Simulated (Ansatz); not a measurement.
Rb$_{3}$CrF$_{6}$ in space group Fm-3m (No. 225; Rb on 8c, Rb on 4b, Cr on 4a, F on 24e), the program Ansatz at the r²SCAN level (PAW). The conduction-band minimum lies at X, with 3 equivalent valleys. Second derivatives d²E/dk² of the lowest band at one valley (eV·Å²), along Cartesian directions:

```csv
direction,d²E/dk²
[100],5.055
[010],1.920
[001],1.920
[110],3.491
[101],3.491
[011],1.926
```

Problem. Find the principal effective masses, the density-of-states mass and the conductivity mass.

Solution. Off-diagonal terms follow from H_xy = H[110] − (H_xx + H_yy)/2, and m*/mₑ = 7.620 eV·Å² over each eigenvalue: 1.5, 4.0, 4.0. One valley's DOS mass (m₁m₂m₃)^(1/3) = 2.9, conductivity mass 3/(Σ 1/mᵢ) = 2.6 mₑ.

Problem. What effective density of states Nc follows at 300 K for parabolic valleys?

Solution. Nc = 2.509e19 × 3 × (2.9)^(3/2) / 2 (one spin channel) ≈ 1.9e20 cm⁻³.

The first step of the workflow began from a Materials Project structure, measured or hypothetical; the Crystallography Open Database copy checked does not list it. Whether it is the stable phase at ambient conditions was not checked. Symmetry was held in the r²SCAN relaxation; whether a distortion lowers the energy is not shown. The final state is ferromagnetic, chosen from 3 collinear starts compared on coarse meshes (ties went to the first, and starts can fall back to one state), not a proven ground state. Other orbital occupations within this spin state were not tried. No Hubbard U is applied. Scalar-relativistic: spin–orbit coupling is off unless named, which matters more the heavier the elements.

Potentials: the later of the program's two PAW sets.

Edges and masses are those of Kohn–Sham bands, whose gap is no quasiparticle gap.
